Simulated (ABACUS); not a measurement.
Set-up for a self-consistent single point of InSe (P6_3/mmc, 8 atoms in the cell; from Materials Project mp-20485, changed as shown).

```yaml
crystal:
  lattice:
    - [3.99139, 0.00000, 0.00000]
    - [-1.99570, 3.45665, 0.00000]
    - [0.00000, 0.00000, 17.21139]
  atoms:
    - { symbol: In, position: [0.33333, 0.66667, 0.33030] }
    - { symbol: In, position: [0.66667, 0.33333, 0.66970] }
    - { symbol: In, position: [0.66667, 0.33333, 0.83030] }
    - { symbol: In, position: [0.33333, 0.66667, 0.16970] }
    - { symbol: Se, position: [0.33333, 0.66667, 0.59732] }
    - { symbol: Se, position: [0.66667, 0.33333, 0.40268] }
    - { symbol: Se, position: [0.66667, 0.33333, 0.09732] }
    - { symbol: Se, position: [0.33333, 0.66667, 0.90268] }
```

Method: PBE, numerical atomic orbitals SZP (confined pseudo-atomic orbitals with Gaussian additions; energy shift 0.01 Ry), PseudoDojo 0.5 standard norm-conserving PBE (tails mended) pseudopotentials (ABACUS).

ABACUS settings:

- basis: SZP numerical atomic orbitals, energy shift 0.01 Ry
- KPT: Gamma 6 6 2 0 0 0
- basis_type: lcao
- dft_functional: PBE
- ecutwfc: 100 Ry
- smearing_method: fd
- smearing_sigma: 0.00146997 Ry
- potentials: PseudoDojo 0.5 standard norm-conserving PBE (tails mended)
- symmetry: 1
- symmetry_prec: 1e-05
- ks_solver: scalapack_gvx
- scf_nmax: 100
- scf_thr: 1.0e-07
- mixing_type: pulay
- mixing_beta: 0.4

**Question.** Estimate, at this level of theory: gap on the k-point mesh, pressure and largest force (vector length).

**Answer.** The run gave:

- Gap on the k-point mesh: 0.72 eV
- Pressure: 4.69 GPa
- Largest force (vector length): 0.895 eV/Å

Gaps are taken between levels on the mesh.

For comparison: a first run was changed to give this one (lattice scaled by 0.98), and from it to this one the free energy rises by 33.6 meV/atom, the pressure goes from 1.31 to 4.69 GPa, the largest force goes from 0.383 to 0.895 eV/Å and the gap on the mesh goes from 0.549 to 0.722 eV.

The atom-centred basis is finite, which shifts total energies, pressures, gaps and forces against plane waves. A single-zeta basis is rough, for pressures and forces above all. The structure comes from a collection of computed structures, made at another level of theory; the collection holds predicted forms beside known ones. Its lattice was then scaled.

Cost on one core: around 60 core-seconds (rough).

The atomic orbitals were generated for these runs; they are not ABACUS's published sets and were checked against plane waves on a few crystals only.

“Tails mended”: in these copies of the files the far tail of each local potential was reset to the Coulomb form.
